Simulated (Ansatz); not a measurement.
## Ga4BAs3: rattling a relaxed structure

The structure comes from a proposed guess, relaxed at this level; another structure or a mixture of phases may lie lower.

All numbers below come from DFT PBE, scalar-relativistic, plane waves, PAW in Ansatz 0.2.0. Cutoff 420 eV; k points 8×8×8 on the computed 8-atom cell (Γ-centred); Gaussian smearing, width 0.10 eV; no spin polarisation.

The cell below (8 atoms, space group I-42m (No. 121)) is relaxed within its symmetry.

```cif
data_structure
_symmetry_space_group_name_H-M 'P 1'
_symmetry_Int_Tables_number 1
_cell_length_a 6.7235
_cell_length_b 6.7235
_cell_length_c 6.7235
_cell_angle_alpha 131.096
_cell_angle_beta 131.096
_cell_angle_gamma 71.660
_cell_volume 168.89
loop_
_atom_site_label
_atom_site_type_symbol
_atom_site_fract_x
_atom_site_fract_y
_atom_site_fract_z
_atom_site_occupancy
Ga1 Ga 0.10782 0.10782 0.43701 1
Ga2 Ga 0.67081 0.67081 0.56299 1
Ga3 Ga 0.32919 0.89218 0.00000 1
Ga4 Ga 0.89218 0.32919 0.00000 1
B1 B 0.00000 0.00000 0.00000 1
As1 As 0.25000 0.75000 0.50000 1
As2 As 0.75000 0.25000 0.50000 1
As3 As 0.50000 0.50000 0.00000 1
```

For the test it was strained at random (σ = 1.5 % a component), the atoms were moved at random (σ = 0.15 Å), and all was relaxed again on a coarse 4×4×4 mesh (in the run’s order of axes) with 0.20 eV smearing, with no symmetry imposed.

Problem. What happens?

Solution. It returns, within 1 meV/atom of the unmoved cell on that mesh and with the same symmetry when read at 0.1 Å (C2 at 0.01 Å, so small strains and shifts remain). No instability shows in this cell; modes of other wave vectors, which need another repeat, aren't tested.
